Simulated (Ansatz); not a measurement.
According to the program Ansatz at the PBEsol level (PAW), Cl in the molecular I2 type structure (Cmce) relaxes to a = 6.940 Å, b = 3.879 Å, c = 8.006 Å.

It is gapped at this level: 2.02 eV (direct). The valence maximum lies at Γ and the conduction minimum at Γ.

The PBEsol relaxation kept the symmetry of its start. The substance is a gas or liquid at ambient conditions; this is its low-temperature solid. A crystal of weakly bound units computed without a dispersion correction: the cell and the soft elastic constants depend strongly on that.

Potentials: the earlier of the program's two PAW sets. The files were generated under PBE; for other functionals the program regenerates the frozen cores, and for LDA and PBEsol the local potential too.
